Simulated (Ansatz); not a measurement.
BaF2 (fluorite)

```
CELL_PARAMETERS angstrom
      0.00000     3.09737     3.09737
      3.09737     0.00000     3.09737
      3.09737     3.09737     0.00000
ATOMIC_POSITIONS crystal
  Ba 0.00000 0.00000 0.00000
  F  0.25000 0.25000 0.25000
  F  0.75000 0.75000 0.75000
```

Two coordinates are scanned: the volume, and the ratio of the stretch along z (the conventional c axis) to the stretch across it. Atoms keep their fractional coordinates.

Method: r2SCAN (plane waves to 500 eV, PAW, scalar-relativistic; Ansatz, a quantum-chemistry and plane-wave program). k mesh 9×9×9 (Γ-centred), Fermi-Dirac smearing 0.05 eV. The energy includes the smearing's −TS. BaF2 was relaxed with its symmetry unable to fall. ΔE is measured from the relaxed starting cell.

Question: Estimate the ΔE (eV/atom) for all points of the grid V/V₀ = 0.960, 0.973, 0.987, 1.000, 1.013, 1.027, 1.040 by (c/a)/(c/a)₀ = 0.920, 0.947, 0.973, 1.000, 1.027, 1.053, 1.080.

Answer: ΔE (eV/atom), with V/V₀ across and (c/a)/(c/a)₀ down:

```csv
(c/a)/(c/a)₀ \ V/V₀,0.960,0.973,0.987,1.000,1.013,1.027,1.040
0.920,0.0196,0.0163,0.0144,0.0140,0.0149,0.0171,0.0204
0.947,0.0122,0.0086,0.0066,0.0061,0.0068,0.0089,0.0120
0.973,0.0079,0.0043,0.0021,0.0015,0.0022,0.0041,0.0072
1.000,0.0065,0.0028,0.0007,0.0000,0.0007,0.0026,0.0056
1.027,0.0079,0.0042,0.0021,0.0014,0.0021,0.0040,0.0071
1.053,0.0118,0.0082,0.0062,0.0056,0.0064,0.0084,0.0116
1.080,0.0181,0.0147,0.0129,0.0125,0.0134,0.0155,0.0188
```

(Under strain, the slope of the energy per volume gives the stress and its curvature an elastic modulus.)
